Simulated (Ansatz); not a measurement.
Ti₄HS₈:
Space group P3m1 (No. 156); a = b = 6.7633 Å, c = 5.6644 Å, α = β = 90.00°, γ = 120.00°

| atom | site | symmetry | x | y | z |
|---|---|---|---|---|---|
| Ti | 3d | .m. | 0.1743 | 0.3485 | 0.9973 |
| S | 1a | 3m. | 0.0000 | 0.0000 | 0.2388 |
| S | 3d | .m. | 0.3320 | 0.1660 | 0.7524 |
| S | 3d | .m. | 0.0004 | 0.5002 | 0.2534 |
| Ti | 1c | 3m. | 0.6667 | 0.3333 | 0.9979 |
| S | 1b | 3m. | 0.3333 | 0.6667 | 0.7361 |
| H | 1a | 3m. | 0.0000 | 0.0000 | 0.4799 |

Relaxed at zero pressure with PBE+D3(BJ) (plane waves, PAW; program Ansatz).

**Question.** The volume is raised by 3 % and shape and atoms relax at that volume. What pressure results, and how do the axes share the change?

**Answer.** -1.0 GPa; a 0.5 %, b 0.5 %, c 2.0 %; the energy rises by 2 meV/atom.

**Question.** Give the new structure.

**Answer.** 
Space group P3m1 (No. 156); a = b = 6.7974 Å, c = 5.7760 Å, α = β = 90.00°, γ = 120.00°

| atom | site | symmetry | x | y | z |
|---|---|---|---|---|---|
| Ti | 3d | .m. | 0.1745 | 0.3490 | 0.9983 |
| S | 1a | 3m. | 0.0000 | 0.0000 | 0.2358 |
| S | 3d | .m. | 0.3312 | 0.1656 | 0.7584 |
| S | 3d | .m. | 0.0003 | 0.5001 | 0.2483 |
| Ti | 1c | 3m. | 0.6667 | 0.3333 | 0.9969 |
| S | 1b | 3m. | 0.3333 | 0.6667 | 0.7421 |
| H | 1a | 3m. | 0.0000 | 0.0000 | 0.4722 |

The phase is kept; no other phase was compared at this pressure.

The start of the workflow was typed in or built on a structure type; neither database checked (COD, Materials Project) lists it. Its standing as an ambient phase is unchecked. Symmetry was held in the PBE+D3(BJ) relaxation; whether a distortion lowers the energy is not shown. The workflow began spin-polarised and lost its moments.

Potentials: the earlier of the program's two PAW sets.
